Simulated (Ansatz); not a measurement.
The elements of this relaxed crystal are hidden behind letters.

```
lattice vectors (Å)
   1.2924    0.7462   10.0802
  -1.2924    0.7462   10.0802
   0.0000   -1.4924   10.0802
fractional positions
X 0.0000 0.0000 0.0000
Z 0.4025 0.4025 0.4025
Z 0.8000 0.8000 0.8000
Z 0.2000 0.2000 0.2000
Z 0.5975 0.5975 0.5975
```

These are results of DFT PBE, scalar-relativistic, plane waves, PAW (Ansatz 0.2.0), not measurements. Cutoff 420 eV, Γ-centred 18×18×18 mesh (5-atom cell), Gaussian smearing of 0.10 eV, collinear spin.

| Quantity | Value |
| --- | --- |
| Space group | R-3m (No. 166) |
| Conventional cell | a = 2.585 Å, c = 30.240 Å |
| Volume per atom | 11.67 Å³ |
| Density | 8.70 g/cm³ |
| Energy over the elements | +0.05 eV/atom |
| Gap on the 18×18×18 mesh of the 5-atom cell | 0 eV (a metal) |
| Net moment per atom | 1.26 μB |

Energies are uncorrected and count from the elements' standard states at the same level.

Q: X is a p-block element of period 4 and Z is a d-block element of period 4. Which elements are they?

A: X = Ga, Z = Co, so the formula is GaCo4. Density times volume gives a mean mass of 8.70 × 11.67/1.6605 = 61.1 u per atom, and this set has 61.1 u. Ga is surrounded by 6 Co at 2.57 Å and 6 Ga at 2.58 Å; Co on its first site is surrounded by 9 Co at 2.45–2.58 Å and 3 Ga at 2.57 Å; around Co on its second site lie 12 Co at 2.45–2.58 Å. Other sets within the hints have nearly the same mass, so mass alone doesn't settle it; this one was computed.

Another magnetic order may lie lower. Symmetry constrained the relaxation, so the result can be a saddle point.
